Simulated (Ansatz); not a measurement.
NiGe, first-principles data

NiGe:
```
NiGe
1.0
    5.37763     0.00000     0.00000
    0.00000     3.49743     0.00000
    0.00000     0.00000     5.84024
Ni Ge
4 4
Direct
  0.50579   0.25000   0.69090
  0.49421   0.75000   0.30910
  0.99421   0.75000   0.19090
  0.00579   0.25000   0.80910
  0.69023   0.25000   0.08836
  0.30977   0.75000   0.91164
  0.80977   0.75000   0.58836
  0.19023   0.25000   0.41164
```

Space group Pnma (No. 62); conventional cell a = 5.3776 Å, b = 3.4974 Å, c = 5.8402 Å, α = 90.00°, β = 90.00°, γ = 90.00°.

Method: PBE in the plane-wave PAW code Ansatz. Geometry: relaxed at this level of theory. Other levels are named where they apply.

**Cell and energy**

- Volume per atom: 13.73 Å³
- Density: 7.94 g/cm³
- Formation energy from the elements (no fitted shifts): -0.30 eV/atom

**Electronic structure**

* **Electronic character**: metallic (no gap)
* **Density of states at the Fermi level**: 0.34 states/eV per atom (mean over ±0.08 eV)

Symmetry was held in the PBE relaxation. The run is not spin-polarised. The references are the lowest solids computed at this level, not always the standard phases. Spin–orbit coupling is left out wherever it is not named.

Potentials: the earlier of the program's two PAW sets.
